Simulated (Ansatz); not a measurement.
Ansatz (a first-principles code) input:

Ansatz 0.2 input:
```yaml
crystal:
  lattice:
    - [5.8094631329, 0.0, 0.0]
    - [0.0, 3.4446876566, 0.0]
    - [0.0, 0.0, 5.908632107]
  atoms:
    - { symbol: Be, position: [0.1437790586, 0.25, 0.4040020742] }
    - { symbol: Be, position: [0.3562209414, 0.75, 0.9040020742] }
    - { symbol: Be, position: [0.8562209414, 0.75, 0.5959979258] }
    - { symbol: Be, position: [0.6437790586, 0.25, 0.0959979258] }
    - { symbol: S, position: [0.7781189012, 0.25, 0.4180062692] }
    - { symbol: S, position: [0.7218810988, 0.75, 0.9180062692] }
    - { symbol: S, position: [0.2218810988, 0.75, 0.5819937308] }
    - { symbol: S, position: [0.2781189012, 0.25, 0.0819937308] }
kpoints:
  mp_grid: { grid: [5, 8, 5] }
hamiltonian:
  xc: lda
  pseudopotentials: { kind: paw }
scf:
  occupations: { method: fixed }
phonons:
  method: dfpt
  response_accuracy: low
  eigenvectors: true
  rigid_motions: translations
  dielectric: true
  raman: true
```

Output (shortened):

```
Pseudopotential: Be, paw, valence charge 2
Pseudopotential: S, paw, valence charge 6
Functional definition: SPW92
Crystal: 8 atoms, lattice volume = 118.242 Å³
Basis set: ecut = 420 eV, 2291 PW (Γ), exchange–correlation on 80×48×80 points (8 copies of the dense FFT grid, shifted against one another)
Bands: 24, of which v1, the nominal top of the filled ones, is band 16 counted from 1 (15 counted from 0)
Symmetry: 8 space group operations
k-points: 101 of 200 (irreducible under 1 space group operation, time reversal used)
SCF 1 converged in 10 iterations: F = -3839.075068 eV  dr2 = 4.75e-13
── the response to a field inside a basis, on 8×12×8 k-points: an SCF that follows is theirs, and a resumed run solves both again ──
Crystal: 8 atoms, lattice volume = 118.242 Å³
Bands: 17, of which v1, the nominal top of the filled ones, is band 16 counted from 1 (15 counted from 0)
k-points: 96 of 768
SCF 1 converged in 5 iterations: F = -3839.067783 eV  dr2 = 4.06e-12
SCF converged after 10 iterations
Free energy (F): -3839.075068 eV
Harris-Foulkes:  -3839.075068 eV  (|F-HF|=9.09e-13)
Internal energy: -3839.075068 eV  (E = F + TS)
E sigma→0 (E₀):  -3839.075068 eV
Fermi energy:    4.796440 eV
--- Per-component energies (eV) ---
  E_band       = -15.735250
  E_kinetic    = 517.594500
  E_local      = -537.347596  (includes V_loc(G=0)·N_el)
  E_nonlocal   = 136.201093
  E_hartree    = 167.010188
  E_xc         = -466.122683
  E_vxc        = -437.780181  (∫ρ·V_xc dr)
  E_paw        = -2496.099963  (= ΣΔE_a)
  E_vpaw       = -28.423444  (= ΣTr[D̂ρ^β])
  E_aug_tail   = 0.000005  (compensation charges beyond the density's cutoff)
  E_ewald      = -1161.044551
  E_core_change = 0.733939  (= ΣΔE_core)
  E_smearing   =  0.000000  (= −TS)
  E_closure    = 0.000000  (closes the sum)
  Σ components = -3839.075068   (vs F -3839.075068, Δ=0.00e0)
--- Band table (eV; the first three rows and the last of 101) ---
  k-point 0: bands = ["-9.0149", "-7.6748", "-7.3737", "-6.7651", "-0.9056", "-0.5897", "0.5288", "0.5880", "1.6666", "2.5236", "3.0462", "3.4404", "4.0226", "4.4444", "4.6431", "4.7964", "8.5621", "8.9049", "10.2087", "10.2580", "10.3281", "10.4107", "10.6953", "11.0127"]
  k-point 1: bands = ["-8.9218", "-7.8671", "-7.3087", "-6.7914", "-1.0331", "-0.0190", "0.2295", "0.8213", "1.7671", "2.8657", "2.8835", "3.4986", "3.5358", "3.9626", "4.5076", "4.6971", "8.5786", "8.8737", "10.3550", "10.3861", "10.6503", "10.8714", "11.0530", "11.2471"]
  k-point 2: bands = ["-8.6563", "-8.2675", "-7.1361", "-6.9275", "-0.8532", "-0.3778", "1.0152", "1.6344", "2.0520", "2.2527", "2.4620", "2.7371", "3.7993", "3.8026", "4.1722", "4.3634", "8.6430", "8.7610", "10.6016", "10.7529", "11.0779", "11.0966", "11.1245", "11.7999"]
  k-point 100: bands = ["-8.4704", "-8.1340", "-7.1778", "-7.0014", "-0.5735", "-0.3088", "0.8986", "1.4798", "1.4962", "1.9035", "2.6693", "2.9659", "3.3432", "3.5875", "4.0098", "4.1662", "9.0036", "9.4570", "10.0443", "10.2349", "10.3880", "10.7469", "10.9533", "11.1726"]
--- Phonons (Γ-DFPT): 6 representative perturbations + reference, on 101 of 200 k-points (Σ response iterations 18) ---
  ASR residual: 2.895e-5 → 0.000e0 eV/Å²; symmetrization residual: 7.077e-6 eV/Å²
  ASR residual per site (eV/Å²): 5.08e-6 5.08e-6 5.08e-6 5.08e-6 2.89e-5 2.89e-5 2.89e-5 2.89e-5
  Γ frequencies (cm⁻¹): 0.00 0.00 0.00 120.61 156.13 162.24 195.30 213.21 213.26 247.16 313.70 396.96 434.20 449.04 493.05 550.51 554.46 557.65 596.32 599.61 604.63 618.68 630.89 656.08
  ε∞ (high-frequency dielectric tensor):
        4.978474     0.000000     0.000000
        0.000000     5.226195     0.000000
        0.000000     0.000000     5.174961
  ε⁰ (static dielectric tensor: ions relaxed, cell fixed):
        7.965682     0.000000     0.000000
        0.000000     6.945241     0.000000
        0.000000     0.000000     6.828418
  ε⁰ − ε∞ (ionic part):
        2.987208     0.000000     0.000000
        0.000000     1.719046     0.000000
        0.000000     0.000000     1.653457
  softest optical mode at Γ: 120.61 cm⁻¹; the repairs (sum rule, projections) moved no ω² at Γ by more than (2.34 cm⁻¹)²
  Born effective charges Z* (e; rows j = field, columns β = displacement):
    site 0:
         1.49649    0.00000   -0.51708
         0.00000    1.61614    0.00000
        -0.26356    0.00000    1.60439
    site 1:
         1.49649    0.00000    0.51708
         0.00000    1.61614    0.00000
         0.26356    0.00000    1.60439
    site 2:
         1.49649    0.00000   -0.51708
         0.00000    1.61614    0.00000
        -0.26356    0.00000    1.60439
    site 3:
         1.49649    0.00000    0.51708
         0.00000    1.61614    0.00000
         0.26356    0.00000    1.60439
    site 4:
        -1.49649    0.00000   -0.29618
         0.00000   -1.61614    0.00000
        -0.41895    0.00000   -1.60439
    site 5:
        -1.49649    0.00000    0.29618
         0.00000   -1.61614    0.00000
         0.41895    0.00000   -1.60439
    site 6:
        -1.49649    0.00000   -0.29618
         0.00000   -1.61614    0.00000
        -0.41895    0.00000   -1.60439
    site 7:
        -1.49649    0.00000    0.29618
         0.00000   -1.61614    0.00000
         0.41895    0.00000   -1.60439
  Z* charge neutrality: 1.604e-3 e pre-enforcement
  solved inside a basis spanned on kpoints, on 8×12×8 k-points: ε∞ is read to err by 1.4e-2, Z* by 7.2e-3 e (field_mesh: kpoints solves on kpoints) …
  Raman tensors (in the event stream and the table raman_tensors.tsv) …
  optical modes at Γ without the LO–TO term, one row a degenerate level:
      ω (cm⁻¹)  modes    IR ((D/Å)²/amu)  static Raman (Å⁴/amu)  depolarisation
        120.61      1             0.0000                 8.3831           0.012
        156.13      1             0.0000                 0.0000               —
        162.24      1             0.0000                 0.0631           0.750
        195.30      1             0.0094                 0.0000               —
        213.21      1             0.0000                 0.1605           0.750
        213.26      1             0.0000                 7.7381           0.750
        247.16      1             0.0000                44.0160           0.076
        313.70      1             5.3684                 0.0000               —
        396.96      1             0.0000                 7.0729           0.750
        434.20      1             0.0000               124.8127           0.516
        449.04      1             0.0000                 8.0843           0.750
        493.05      1            26.9891                 0.0000               —
        550.51      1             4.5104                 0.0000               —
        554.46      1             0.0000                 0.0000               —
        557.65      1             0.0000                 1.4342           0.750
        596.32      1             0.0111                 0.0000               —
        599.61      1            34.2637                 0.0000               —
        604.63      1             0.0000                 5.7238           0.750
        618.68      1             0.0000                39.7715           0.013
        630.89      1            30.4638                 0.0000               —
        656.08      1             0.0000                 1.4618           0.750
  optical modes at Γ + LO–TO along q̂ = [1.0000, 0.0000, 0.0000]:
      ω (cm⁻¹)  modes    IR ((D/Å)²/amu)  static Raman (Å⁴/amu)  depolarisation
        120.61      1             0.0000                 8.3831           0.012
        156.13      1             0.0000                 0.0000               —
        162.24      1             0.0000                 0.0631           0.750
        195.30      1             0.0094                 0.0000               —
        213.21      1             0.0000                 0.1605           0.750
        213.26      1             0.0000                 7.7381           0.750
        247.16      1             0.0000                44.0160           0.076
        331.11      1             1.7264                 0.0000               —
        396.96      1             0.0000                 7.0729           0.750
        434.20      1             0.0000               124.8127           0.516
        449.04      1             0.0000                 8.0843           0.750
        550.51      1             4.5104                 0.0000               —
        554.46      1             0.0000                 0.0000               —
        557.65      1             0.0000                 1.4342           0.750
        590.32      1            27.8535                 0.0000               —
        596.88      1             2.7888                 0.0000               —
        599.61      1            34.2637                 0.0000               —
        604.63      1             0.0000                 5.7238           0.750
        618.68      1             0.0000                39.7715           0.013
        630.89      1            30.4638                 0.0000               —
        656.08      1             0.0000                 1.4618           0.750
  optical modes at Γ + LO–TO along q̂ = [0.0000, 1.0000, 0.0000]:
      ω (cm⁻¹)  modes    IR ((D/Å)²/amu)  static Raman (Å⁴/amu)  depolarisation
        120.61      1             0.0000                 8.3831           0.012
        156.13      1             0.0000                 0.0000               —
        162.24      1             0.0000                 0.0631           0.750
        195.30      1             0.0094                 0.0000               —
        213.21      1             0.0000                 0.1605           0.750
        213.26      1             0.0000                 7.7381           0.750
        247.16      1             0.0000                44.0160           0.076
        313.70      1             5.3684                 0.0000               —
        396.96      1             0.0000                 7.0729           0.750
        434.20      1             0.0000               124.8127           0.516
        449.04      1             0.0000                 8.0843           0.750
        493.05      1            26.9891                 0.0000               —
        550.51      1             4.5104                 0.0000               —
        554.46      1             0.0000                 0.0000               —
        557.65      1             0.0000                 1.4342           0.750
        596.32      1             0.0111                 0.0000               —
        604.63      1             0.0000                 5.7238           0.750
        618.68      1             0.0000                39.7715           0.013
        630.89      1            30.4638                 0.0000               —
        656.08      1             0.0000                 1.4618           0.750
        691.22      1            34.2637                 0.0000               —
  optical modes at Γ + LO–TO along q̂ = [0.0000, 0.0000, 1.0000]:
      ω (cm⁻¹)  modes    IR ((D/Å)²/amu)  static Raman (Å⁴/amu)  depolarisation
        120.61      1             0.0000                 8.3831           0.012
        156.13      1             0.0000                 0.0000               —
        162.24      1             0.0000                 0.0631           0.750
        195.36      1             0.0051                 0.0000               —
        213.21      1             0.0000                 0.1605           0.750
        213.26      1             0.0000                 7.7381           0.750
        247.16      1             0.0000                44.0160           0.076
        313.70      1             5.3684                 0.0000               —
        396.96      1             0.0000                 7.0729           0.750
        434.20      1             0.0000               124.8127           0.516
        449.04      1             0.0000                 8.0843           0.750
        493.05      1            26.9891                 0.0000               —
        554.46      1             0.0000                 0.0000               —
        556.93      1             0.8854                 0.0000               —
        557.65      1             0.0000                 1.4342           0.750
        596.32      1             0.0111                 0.0000               —
        599.61      1            34.2637                 0.0000               —
        604.63      1             0.0000                 5.7238           0.750
        618.68      1             0.0000                39.7715           0.013
        656.08      1             0.0000                 1.4618           0.750
        716.12      1            34.0931                 0.0000               —
```

Cost: about 22 core-minutes (a rough figure) on shared cores.

Space group Pnma. The start of the workflow was typed in or built on a structure type; neither database checked (COD, Materials Project) lists it. COD files the formula under space group No. 216, so this cell is another polymorph or a model. Its standing as an ambient phase is unchecked. The LDA relaxation kept the symmetry of its start; phonons on a q-mesh show no instability. The volume moved by 19 % from the start of the relaxation. A crystal of weakly bound layers computed without a dispersion correction: the cell and the soft elastic constants depend strongly on that.

Potentials: the later of the program's two PAW sets.

Ansatz is a plane-wave DFT program.
